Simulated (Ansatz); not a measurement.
Relaxed AlCo (CsCl type):

```xyz
2
Lattice="2.8239 0.0000 0.0000 0.0000 2.8239 0.0000 0.0000 0.0000 2.8239" Properties=species:S:1:pos:R:3 pbc="T T T"
Al     0.0000     0.0000     0.0000
Co     1.4119     1.4119     1.4119
```

Method: r2SCAN (plane waves to 500 eV, PAW, scalar-relativistic; Ansatz, a program for electronic structure). k mesh 13×13×13 (Γ-centred), Fermi-Dirac smearing 0.05 eV. With partly filled bands, energies and forces of such displacements shift with the k mesh and the smearing. AlCo was relaxed with its symmetry unable to fall. Relaxed AlCo ends ferromagnetic. The magnetic order is the one the run started from; other orders were not tried.

One atom of the cell was then moved (with its periodic images), all else fixed, and the forces (eV/Å) came out as:

```csv
atom,Fx,Fy,Fz
Al1,-0.978,-0.978,0.978
Co2,0.978,0.978,-0.978
```

With two atoms only their relative shift counts; take Co2 as fixed.

Which atom was moved, and by which vector (Å)?

Al1, by (0.11, 0.11, -0.11), 0.19 Å in all.

(A displaced cell: forces are minus the slopes of the energy, force constants its curvatures, and phonons follow from these.)
